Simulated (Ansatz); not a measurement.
In2Pt:
```
In2Pt
1.0
    0.00000     4.06185     4.06185
    4.06185     0.00000     4.06185
    4.06185     4.06185     0.00000
In Pt
4 2
Direct
  0.62500   0.62500   0.62500
  0.12500   0.62500   0.62500
  0.62500   0.12500   0.62500
  0.62500   0.62500   0.12500
  0.25000   0.25000   0.25000
  0.00000   0.00000   0.00000
```

Relaxed with PBE. Special points in fractions of this cell's reciprocal vectors: Γ (0.000, 0.000, 0.000); X (0.500, 0.000, 0.500); U (0.625, 0.250, 0.625); K (0.375, 0.375, 0.750); L (0.500, 0.500, 0.500); W (0.500, 0.250, 0.750).

List the band energies nearest the Fermi level at these points for the program Ansatz at the PBE level (PAW).

In eV from the Fermi level; about four levels below and three above (degenerate sets whole), none deeper than 8.9 eV; points with the same levels are listed once.

```tsv
k	below	above
Γ	-1.02 -0.65 -0.65 -0.65	0.34 0.34 0.34
X	-1.45 -1.45 -0.95 -0.95	2.72 2.72 3.62 3.62
U	-1.47 -1.36 -0.91 -0.07	0.95 1.67 2.19
L	-0.56 -0.56 -0.34 -0.34	0.36 1.84 3.27
W	-1.55 -1.55 -0.18 -0.18	0.27 0.27 3.48 3.48
```

Space group Fd-3m (cubic Laves (MgCu2 type)). A made-up cell: these elements were put on the sites of a structure type; neither database checked (COD, Materials Project) lists it. COD files the formula under space group No. 225. Whether it is the stable phase at ambient conditions was not checked. The PBE relaxation kept the symmetry of its start; whether a distortion lowers the energy is not shown. The run is not spin-polarised. Spin–orbit coupling is left out wherever it is not named.

Potentials: the earlier of the program's two PAW sets.
